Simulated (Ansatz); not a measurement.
## SiO2: do energies and stresses tell the same story?

Theory: Ansatz, DFT r2SCAN, scalar-relativistic, plane waves, PAW.

Cutoff 500 eV; k points 4×4×4 on the computed 18-atom cell (Γ-centred); Gaussian smearing, width 0.02 eV; no spin polarisation.

Relaxed cell: Im-3m, a = 8.937 Å, b = 8.937 Å, c = 8.937 Å, α = 90.00°, β = 90.00°, γ = 90.00°, 18 atoms in the primitive cell. This form isn't the usual stable structure of the compound.

Energies at zero smearing and pressures from the stress tensor, at volumes with shape and atoms relaxed:
| V (Å³/atom) | E − E(first) (meV/atom) | P (GPa) |
| --- | --- | --- |
| 17.451 | 0.00 | 16.73 |
| 18.046 | -53.25 | 12.00 |
| 18.641 | -89.54 | 7.62 |
| 19.236 | -110.28 | 3.63 |
| 19.830 | -116.98 | 0.04 |
| 20.425 | -111.07 | -3.16 |
| 21.020 | -93.94 | -6.01 |
| 21.813 | -55.86 | -9.29 |

Check P = −dE/dV between neighbouring volumes, and get the bulk modulus from the pressures alone.

With 1 eV/Å³ = 160.2 GPa:
```csv
middle V (Å³/atom),−ΔE/ΔV (GPa),mean P (GPa)
17.748,14.340,14.364
18.343,9.773,9.805
18.938,5.587,5.623
19.533,1.803,1.835
20.128,-1.591,-1.561
20.723,-4.611,-4.584
21.417,-7.693,-7.648
```

The two differ by 0.05 GPa at most. The mean of two end pressures misses the average over a step by about ΔV² P″/12, up to 0.04 GPa here; with that taken off 0.01 GPa remains. Around V = 19.830 Å³/atom, the two neighbours give B = −V ΔP/ΔV = 19.830 × 6.79 / 1.190 = 113.2 GPa, against B0 = 112.2 GPa from the Birch–Murnaghan fit of the energies.

Cost: 9 runs of about 16 core-minutes in all, on Oxide Virtual Turin-like Processor (Zen 5) (shared hosts).